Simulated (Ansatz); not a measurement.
Relaxed-ion elastic tensor of Mo (bcc (W type), Im-3m) in GPa (Voigt order), PBE in the plane-wave PAW code Ansatz; density 10.09 g/cm³, 15.78 Å³ per atom.

```
462  159  159  0.0  0.0  0.0
159  462  159  0.0  0.0  0.0
159  159  462  0.0  0.0  0.0
0.0  0.0  0.0  101  0.0  0.0
0.0  0.0  0.0  0.0  101  0.0
0.0  0.0  0.0  0.0  0.0  101
```

Q: Is the crystal mechanically stable?

A: Yes: the smallest eigenvalue of C is 101 GPa.

Q: Work out the Voigt, Reuss and Hill averages.

A: K_V = 260, K_R = 260, K_H = 260; G_V = 121, G_R = 116, G_H = 119 GPa.

Q: Give Young's modulus, Poisson's ratio, Pugh's ratio and the universal anisotropy index.

A: E = 9KG/(3K + G) = 309 GPa; ν = 0.30; K/G = 2.19 (ductile by the Pugh limit of 1.75); A_U = 5G_V/G_R + K_V/K_R − 6 = 0.20.

Q: Estimate the sound speeds and the Debye temperature.

A: v_l = √((K + 4G/3)/ρ) = 6430 m/s, v_t = √(G/ρ) = 3430 m/s, mean 3830 m/s; Θ = (h/k)(3n/4πV)^(1/3) v_m = 454 K.

Q: Give the Zener ratio and Young's modulus along [100], [110] and [111].

A: A = 2C44/(C11 − C12) = 0.67; 1/E = S11 − 2(S11 − S12 − S44/2)Γ with Γ = 0, 1/4, 1/3 gives 380, 289, 267 GPa.

Symmetry was held in the PBE relaxation. No spin polarisation was allowed. As this level gives no gap, shear constants depend on the k-mesh and smearing (Fermi–Dirac, 0.1 eV here).

Potentials: the later of the program's two PAW sets.
